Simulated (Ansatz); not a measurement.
With PBEsol (plane waves, PAW; program Ansatz), Re in the hexagonal phase (P-6m2; Pearson symbol hP8) relaxes to a = 2.751 Å, c = 17.763 Å. Re on 2g has 12 nearest neighbours from 2.73 Å (cuboctahedral); Re on 2h has 12 nearest neighbours from 2.73 Å (anticuboctahedral); Re on 2g has 12 nearest neighbours from 2.73 Å (anticuboctahedral); Re on 1c has 12 nearest neighbours from 2.73 Å (anticuboctahedral).

Electronic character: metallic (no gap). Gap from PBEsol with spin–orbit coupling: none (metallic).

The bulk modulus is 391 GPa. The highest mode at Γ lies at 179 cm^-1.

The start of the workflow was typed in or built on a structure type; neither database checked (COD, Materials Project) lists it. It is not the phase usual at ambient conditions (space group No. 194). Symmetry was held in the PBEsol relaxation; whether a distortion lowers the energy is not shown. The run is not spin-polarised. As this level gives no gap, phonon frequencies hold no LO–TO term and depend on the k-mesh and smearing (Fermi–Dirac, 0.1 eV here). Axis ratios of metals converge slowly with the k-mesh, so a and c are less sure than the volume. Spin–orbit coupling is left out wherever it is not named.

Potentials: the earlier of the program's two PAW sets. The files were generated under PBE; for other functionals the program regenerates the frozen cores, and for LDA and PBEsol the local potential too.
